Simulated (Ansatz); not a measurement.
Crystals of one structure type (rock salt) and one family of elements, relaxed and computed with plane-wave PAW PBEsol (Ansatz code).

```tsv
crystal	V (Å³/atom)	B₀ by P(V) fit (GPa)
LuN	12.99	184
YAs	23.74	82.5
ScBi	26.20	64.4
LaAs	28.52	70.9
YSb	28.61	65.6
LaSb	33.58	57.1
LaBi	35.24	?
```

**Question.** Fit a straight line to ln B₀ against ln V and predict the withheld value.

**Answer.** Least squares on the 6 shown rows: ln B₀ = -1.26 × ln V + (8.416), with a scatter of 7 %. For LaBi this gives 50.8. The run itself gave 52.6, within the scatter.

Standing as an ambient phase not checked: LuN, rock salt; YAs, rock salt; ScBi, rock salt; LaAs, rock salt; YSb, rock salt; LaSb, rock salt; LaBi, rock salt. Perhaps ordered models of mixed-site phases: ScBi, rock salt. All cells were relaxed under the symmetry of their starts (and spin orders); stability against distortions was not tested throughout. Rows with no word on spin ran without spin polarisation. Scalar-relativistic: spin–orbit coupling is off unless named, which matters more the heavier the elements.

Potentials: the later of the program's two PAW sets.
